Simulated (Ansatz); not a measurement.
MgS (zinc blende, space group No. 216), a = 5.6518 Å, b = 5.6518 Å, c = 5.6518 Å, α = 90.00°, β = 90.00°, γ = 90.00°; the cell used has 2 atoms.

Relaxed with PBEsol. 

Problem. HSE06 on this cell (Ansatz, an electronic-structure program, PAW) gives a gap of 4.56 eV. What does PBEsol give?

Solution. 3.32 eV.

Cost on shared cores: the PBEsol run (SCF on a 9×9×9 mesh, then bands and DOS) roughly 10 core-seconds, the HSE06 run (SCF on 6×6×6, then a few points) roughly 60 core-seconds; the tasks are unlike.

Space group F-43m (zinc blende). A made-up cell: these elements were put on the sites of a structure type; the Crystallography Open Database copy checked does not list it. COD files the formula under space group No. 225, so this cell is another polymorph or a model. Whether it is the stable phase at ambient conditions was not checked. Symmetry was held in the PBEsol relaxation; phonons on a q-mesh show no instability.

Potentials: the later of the program's two PAW sets.

Ansatz is a plane-wave DFT program.
